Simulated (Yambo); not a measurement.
A BSE run in Yambo for MgTiF₆ (space group R-3, No. 148) (LDA bands; 4×4×4 mesh, 18 valence and 7 conduction bands, static screening with 70 bands and a 3 Ry block, scissor 4.70 eV, Tamm-Dancoff; field along x) gives:

| state | energy (eV) | states within 2 meV | relative strength | class |
|---|---|---|---|---|
| 1 | 6.08 | 1 | < 0.01 | dark |
| 2 | 6.19 | 2 | < 0.01 | dark |
| 3 | 6.24 | 1 | < 0.01 | dark |
| 4 | 6.26 | 1 | < 0.01 | dark |
| 5 | 6.28 | 2 | < 0.01 | dark |

Axes are Cartesian, with cell vectors (Å) (2.61, 1.51, 4.44), (-2.61, 1.51, 4.44), (0.00, -3.01, 4.44).

Question: What changes when the screening block is changed to 1 Ry?

Answer: The lowest state goes from 6.084 eV to 6.231 eV, and its distance below the direct gap from 3.456 eV to 3.309 eV. These are vertical excitations (zero momentum). The scissor comes from a G0W0 run whose convergence isn't established.

Geometry of the Materials Project entry, not relaxed at this level; primitive cell a = b = c = 5.3688 Å, α = β = γ = 58.13°.

The structure is a Materials Project entry; no match was found in the copy of COD used, and its stability was not checked.
